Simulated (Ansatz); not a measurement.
Data sheet: MgScAlO$_{4}$ (DFT)

MgScAlO$_{4}$:
```
MgScAlO4
1.0
    1.61983     0.93521     8.27477
   -1.61983     0.93521     8.27477
    0.00000    -1.87042     8.27477
Mg Sc Al O
1 1 1 4
Direct
  0.21738   0.21738   0.21738
  0.00466   0.00466   0.00466
  0.78662   0.78662   0.78662
  0.12059   0.12059   0.12059
  0.86190   0.86190   0.86190
  0.29714   0.29714   0.29714
  0.71200   0.71200   0.71200
```

Space group R3m (No. 160); conventional cell a = 3.240 Å, b = 3.240 Å, c = 24.824 Å, α = 90.00°, β = 90.00°, γ = 120.00°.

Method: plane-wave PAW PBEsol (Ansatz code). Geometry: relaxed at this level of theory. Other levels are named where they apply.

### Cell and energy

```
Quantity                                                       Value
-----------------------------------------------------  -------------
Volume per atom                                             10.74 Å³
Density                                                   3.54 g/cm³
Formation energy from the elements (no fitted shifts)  -3.12 eV/atom
```

### Electronic structure

```
Property                                                                                                                                      Result
----------------------------------------  ----------------------------------------------------------------------------------------------------------
Band gap                                                                                                                          4.26 eV (indirect)
Valence-band maximum                      on the Γ–S0 line, 83 % of the way from Γ (k = 0.000, 0.281, -0.281 in fractions of the reciprocal vectors)
Conduction-band minimum                                                                                                                         at Γ
Smallest direct gap on the standard path                                                                                                     4.30 eV
Electron effective mass                                                                                       0.39, 0.39, 0.51 mₑ (principal values)
Hole effective mass                                                                                              1.0, 2.8, 6.2 mₑ (principal values)
```

### Mechanics

```
Item                                                                                                                                   Value
-----------------------------------------------------------  -------------------------------------------------------------------------------
Elastic constants (relaxed ions, GPa)                                     C11 = 277, C12 = 132, C13 = 117, C14 = -8.0, C33 = 270, C44 = 74.1
Mechanical stability                                                                                  stable (all eigenvalues of C positive)
Hill bulk and shear moduli                                                                                                  173 and 74.2 GPa
Young's modulus                                                                                                                      195 GPa
Poisson's ratio                                                                                                                         0.31
Debye temperature from the elastic constants                                                                                           691 K
Piezoelectric stress constants (proper, relaxed ions, C/m²)  e15 = e24 = -0.32, e16 = e21 = 0.37, e22 = -0.37, e31 = e32 = -0.25, e33 = 0.76
```

### Dielectric response

```
Quantity                                                                             Value
----------------------------------------  ------------------------------------------------
Electronic dielectric constant ε∞ (DFPT)                         3.84 (xx = yy), 3.43 (zz)
Born charges (a third of the trace)       Mg +1.98, Sc +3.71, Al +2.84, O -2.35 to -1.90 e
Largest static χ(2) component                                                     2.1 pm/V
```

The workflow started from a Materials Project entry (that database holds measured and hypothetical structures alike); the Crystallography Open Database copy checked does not list it. Its standing as an ambient phase is unchecked. The PBEsol relaxation kept the symmetry of its start; its stability against distortions is not shown here. No spin polarisation was allowed. Signs of piezoelectric constants follow the polarity of the cell as given. The references are the lowest solids computed at this level, not always the standard phases (solids in place of the gases).

Potentials: the later of the program's two PAW sets.
